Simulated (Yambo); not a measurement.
Material: AlSb (zinc blende, space group F-43m, No. 216); a = b = c = 4.352 Å, α = β = γ = 60.00° (2 atoms in the cell). Cell and atoms were relaxed with PBEsol from Materials Project entry mp-2624, within its symmetry.

With PBE (stringent potentials; Quantum ESPRESSO, PseudoDojo norm-conserving, 100 Ry, scalar-relativistic), the gap between the mesh's edge points (Γ → X) is 1.238 eV.

Problem. What does a G0W0 run in Yambo give for it (4×4×4 Γ-centred k mesh, bands 5 to 256 and a 15 Ry block in the screening, 256 bands in G with the Bruneval-Gonze terminator, plasmon pole fitted at 27.2 eV)?

Solution. The correction is 0.487 eV, giving 1.726 eV, 1.4 times the PBE value.  Nearest settings tried, and what they do to the gap: 134 bands in G: +2 meV; 134 bands in W, 134 bands in G: -46 meV; 9 Ry block (181 vectors against 411): -37 meV. Not varied: mesh. So the settings aren't converged at that level. Without spin-orbit coupling, band edges of such heavy elements can be off by tenths of an eV.
